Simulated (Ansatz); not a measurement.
Space group Pm-3m (No. 221). a = 3.066 Å, b = 3.066 Å, c = 3.066 Å, α = 90.00°, β = 90.00°, γ = 90.00°
| atom | site | symmetry | x | y | z |
| --- | --- | --- | --- | --- | --- |
| Al | 1a | m-3m | 0.0000 | 0.0000 | 0.0000 |
| Pt | 1b | m-3m | 0.5000 | 0.5000 | 0.5000 |

Equation of state of this AlPt structure (not necessarily the ground state), with shape and atoms relaxed at each volume where symmetry leaves them free. It has no gap at any of these volumes. The calculation used DFT r2SCAN, scalar-relativistic, plane waves, PAW (Ansatz 0.2.0).

Plane waves to 500 eV, a k mesh through Γ of 14×14×14 on the computed 2-atom cell and Gaussian smearing (0.10 eV); no spin polarisation.

```
V (Å³/atom) E − E(largest V) (meV/atom) P (GPa)
     13.547                         7.57    14.51
     13.980                       -20.66     6.63
     14.412                       -29.39     0.00
     14.844                       -21.65    -5.60
     15.277                         0.00   -10.33
```

**Question.** Fit a third-order Birch–Murnaghan equation to E(V).

**Answer.** V0 = 14.41 Å³/atom, B0 = 203 GPa, B0' = 4.6.

Spin-orbit coupling is left out, which matters for the bands of heavy elements.

Cost: 5 runs of about 1 core-minutes in all, on Arm Neoverse V1 (shared hosts).